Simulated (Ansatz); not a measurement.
Method: Ansatz 0.2.0, DFT, PBEsol, plane waves (420 eV) with PAW, scalar-relativistic. The PAW files were generated under PBE, with cores re-solved for the functional.

An element in the omega (AlB2-type) structure gives this curve. The cell is scaled uniformly from the relaxed one, with fractional coordinates and shape fixed. Energies are extrapolated to zero smearing, pressures are those at the given smearing. Magnetic state: spin not included.

```
V (Å³/atom)  E − E₀ (meV/atom)  P (GPa)
     26.732              102.0    10.10
     27.947               42.3     5.99
     29.162               10.2     2.74
     30.377                0.1     0.14
     31.592                7.4    -1.94
     32.807               28.8    -3.62
     34.022               61.6    -4.97
```

(1) Which element is it?
A. lutetium
B. thallium
C. tellurium
D. bismuth

## Answers

(1) D. Its fit is V₀ = 30.43 Å³/atom, B₀ = 57 GPa, B₀′ = 4.6.
